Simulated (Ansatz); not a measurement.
**Collinear states of WSe**

These are results of Ansatz 0.2.0, DFT PBE+U, scalar-relativistic, plane waves, PAW, not measurements.

```cif
data_structure
_symmetry_space_group_name_H-M 'P 1'
_symmetry_Int_Tables_number 1
_cell_length_a 4.0148
_cell_length_b 4.0148
_cell_length_c 4.0148
_cell_angle_alpha 60.000
_cell_angle_beta 60.000
_cell_angle_gamma 60.000
_cell_volume 45.76
loop_
_atom_site_label
_atom_site_type_symbol
_atom_site_fract_x
_atom_site_fract_y
_atom_site_fract_z
_atom_site_occupancy
W1 W 0.00000 0.00000 0.00000 1
Se1 Se 0.25000 0.25000 0.25000 1
```

- plane-wave cutoff: 420 eV
- Γ-centred k-mesh: 12×12×12
- occupation rule: Gaussian smearing, 0.05 eV
- U_eff on Löwdin-orthogonalised atomic d orbitals: W 2 eV
- list of starting moments (μB, in atom order): 1 0
- check for lower electronic states after the SCF: on

All runs keep this geometry, which isn't relaxed for the lowest state (largest force there 0.000 eV/Å, pressure 1.8 GPa) and needn't be a stable compound; relaxing each order would shift the differences by some 9 meV/atom, going by the pressures and a bulk modulus of about 150 GPa. A propagation vector, in units of the reciprocal vectors, doubles the cell, which takes an equally dense mesh. Spin–orbit coupling is left out, which for heavy magnetic ions can matter as much as these differences. Site moments are spin moments in atom-centred spheres that scale with the neighbour distance. The states are those that the runs reached from these starts; a lower one can exist.

**Question.** Starts tried: ferromagnetic; antiferromagnetic, doubled cell, propagation vector (0, 1/2, 1/2). Which state comes out lowest, and what are the moments?

**Answer.** The lowest state is ferromagnetic, reached from the start “ferromagnetic”, with site moments (μB) W +0.97. The next state lies only 2.10 meV/atom higher, which mesh, smearing and relaxation can turn, so the order isn't settled.

| start | ends | energy above lowest (meV/atom) | site moments (μB) | gap on mesh (eV) | P (GPa) |
| --- | --- | --- | --- | --- | --- |
| ferromagnetic | ferromagnetic | 0.00 | W +0.97 | metal | 1.8 |
| antiferromagnetic, doubled cell, propagation vector (0, 1/2, 1/2) | antiferromagnetic | 2.10 | W +1.32, W -1.32 | metal | 4.6 |

Cost: 2 runs of about 1.8 core-minutes in all, on Arm Neoverse V1 (shared hosts).